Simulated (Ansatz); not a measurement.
HfB (rock salt, Fm-3m) at seven volumes, the program Ansatz at the PBE level (PAW), scaled uniformly. One row is withheld.

| V (Å³/atom) | P (GPa) |
|---|---|
| 12.846 | 19.19 |
| 13.270 | 11.82 |
| 13.693 | ? |
| 14.117 | 0.00 |
| 14.540 | -4.73 |
| 14.964 | -8.82 |
| 15.387 | -12.37 |

### Question
Fit the shown pressures and predict the withheld one.

### Answer
P = (3/2)B₀(x^(7/2) − x^(5/2))[1 + (3/4)(B′ − 4)(x − 1)] with x = (V₀/V)^(2/3). Least squares on the six rows gives V₀ = 14.117 Å³/atom, B₀ = 170 GPa, B′ = 3.86. At V = 13.693, x = 1.0205 and P = 5.50 GPa. The run itself gave 5.47 GPa.

The workflow started from an entry of the Crystallography Open Database (COD). Whether it is the stable phase at ambient conditions was not checked. The PBE relaxation kept the symmetry of its start; its stability against distortions is not shown here. The run is not spin-polarised. Scalar-relativistic: spin–orbit coupling is off unless named, which matters more the heavier the elements.

Potentials: the later of the program's two PAW sets.
